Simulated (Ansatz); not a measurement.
LuSb in the CsCl-type structure

Method: PBEsol, scalar-relativistic; no spin polarisation; PAW, 420 eV, 8×8×8 k-mesh, Gaussian smearing of 0.05 eV; code Ansatz; PAW files: Ansatz's generated set soft_2.

Space group Pm-3m (No. 221). a = 3.676 Å, b = 3.676 Å, c = 3.676 Å, α = 90.00°, β = 90.00°, γ = 90.00°
| atom | site | symmetry | x | y | z |
| --- | --- | --- | --- | --- | --- |
| Lu | 1a | m-3m | 0.0000 | 0.0000 | 0.0000 |
| Sb | 1b | m-3m | 0.5000 | 0.5000 | 0.5000 |

This is a trial structure: such lanthanide and actinide compounds mostly take the rock-salt structure.

The cell above was scaled in volume, its shape and atoms being fixed by the lattice's symmetry. Energies are counted from the cell above.

Cell and atoms are those of this level's equilibrium.

```json
{"V (Å³/atom)": "23.84", "ΔE (meV/atom)": "9.2", "P (GPa)": "3.1"}
{"V (Å³/atom)": "24.33", "ΔE (meV/atom)": "2.1", "P (GPa)": "1.5"}
{"V (Å³/atom)": "24.83", "ΔE (meV/atom)": "0.0", "P (GPa)": "0.0"}
{"V (Å³/atom)": "25.33", "ΔE (meV/atom)": "2.2", "P (GPa)": "-1.3"}
{"V (Å³/atom)": "25.82", "ΔE (meV/atom)": "?", "P (GPa)": "?"}
```

**Question.** Fill in the withheld row.

**Answer.** ΔE (meV/atom): 8.1, P (GPa): -2.5.

**Question.** What do the points give for the equilibrium volume, the bulk modulus and its pressure derivative (third-order Birch–Murnaghan)?

**Answer.** V0 = 24.81 Å³/atom, B0 = 70 GPa, B0′ isn't fixed: the energies give 6.2, and a fit of the pressures differs by over 0.35.

B0·V0 = 69.6 GPa × 24.81 Å³ = 10.77 eV/atom sets the scale: near the minimum ΔE ≈ ½ B0 V0 x², with x = V/V0 − 1, and a pressure of 0.7 GPa squeezes the volume by about 1 %. At the ends of the curve: x = −3.9 % predicts 8.3 meV/atom and the run gives 9.2; x = +4.1 % predicts 8.9 meV/atom and the run gives 8.1. Compression costs more and expansion less than the parabola says, since the crystal stiffens as it shrinks; B0′ measures that.

These numbers lack spin–orbit coupling. A displaced or strained copy of the relaxed cell lay 1.1 meV/atom lower, so the structure isn't a true minimum at this level, unless the mesh, which matters in a metal, makes it so.
